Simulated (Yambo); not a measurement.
G0W0@LDA for a free-standing PtS2 monolayer (symmetry P-3m1, slab cell 15.5 Å high) in Yambo. Reference settings: 6×6×1 Γ-centred k mesh, bands 5 to 94 and a 6 Ry block in the screening, 94 bands in G with the Bruneval-Gonze terminator, plasmon pole fitted at 27.2 eV, slab-truncated Coulomb interaction, stochastic integration of W near q = 0. The LDA gap (0.167, 0.167) → (0, 0.167) on this mesh is 2.07 eV; G0W0 gaps are taken between the same points.

Gap ((0.167, 0.167) → (0, 0.167)) in eV against the number of bands and the screening block, terminator on:

```tsv
bands (W and G)	2 Ry	3 Ry	4 Ry	5 Ry	6 Ry
25	3.321	3.308	3.325	3.355	3.382
38	3.272	3.246	3.268	3.303	3.329
54	3.267	3.236	3.263	3.302	3.329
74	3.262	3.229	3.258	3.303	3.331
94	3.253	3.216	3.247	3.295	3.325
```

Rough cost of the Yambo step against the reference (shared machines):

```tsv
bands (W and G)	2 Ry	3 Ry	4 Ry	5 Ry	6 Ry
25	1/4	1/4	1/4	1/3	1/3
38	1/3	1/3	1/3	1/3	1/2
54	1/2	1/2	1/2	~1	~1
74	~1	~1	~1	~1	~1
94	~1	~1	~1	~1	1
```

At the largest block the last step in bands moves the gap by -0.006 eV; at the most bands the last step in the block moves it by 0.030 eV.

In the run with 94 bands and a 6 Ry block, which covers more k points, the smallest G0W0 gap is 3.26 eV, (0, 0.167) → (0, 0.167). The mesh misses a band edge: along a dense path the LDA gap is 1.77 eV against 2.07 eV on the mesh.

Without spin-orbit coupling, band edges of such heavy elements can be off by tenths of an eV.

Geometry relaxed with LDA; primitive cell a = b = 3.513 Å, c = 15.500 Å, α = β = 90.00°, γ = 120.00°.
